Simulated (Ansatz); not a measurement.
With the program Ansatz at the PBEsol level (PAW), ZrMo in the orthorhombic phase (Cmcm; Zr on 4c, Mo on 4c) relaxes to a = 3.181 Å, b = 11.889 Å, c = 4.024 Å. Its formation energy from the elements is 240 meV/atom, with no fitted shifts.

Electronic character: metallic (no gap).

The bulk modulus is 138 GPa.

The start of the workflow was typed in or built on a structure type; neither database checked (COD, Materials Project) lists it. Its standing as an ambient phase is unchecked. Symmetry was held in the PBEsol relaxation; its stability against distortions is not shown here. No spin polarisation was allowed. Its formation energy is positive at this level, so the cell may be metastable or incomplete. Axis ratios of metals converge slowly with the k-mesh, so a and c are less sure than the volume. The references are the lowest solids computed at this level, not always the standard phases. Scalar-relativistic: spin–orbit coupling is off unless named, which matters more the heavier the elements.

Potentials: the later of the program's two PAW sets.
